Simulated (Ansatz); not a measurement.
With the program Ansatz at the PBE level (PAW), Sr in the diamond structure (Fd-3m) relaxes to a = 9.650 Å. Sr has 4 nearest neighbours from 4.18 Å (tetrahedral).

Electronic character: metallic (no gap). Gap from PBE with spin–orbit coupling: none (metallic).

An equation-of-state fit gives a bulk modulus of 26 kbar.

The start of the workflow was typed in or built on a structure type; neither database checked (COD, Materials Project) lists it. It is not the phase usual at ambient conditions (space group No. 225). The PBE relaxation kept the symmetry of its start; its stability against distortions is not shown here. The volume moved by 26 % from the start of the relaxation. Spin–orbit coupling is left out wherever it is not named.

Potentials: the later of the program's two PAW sets.
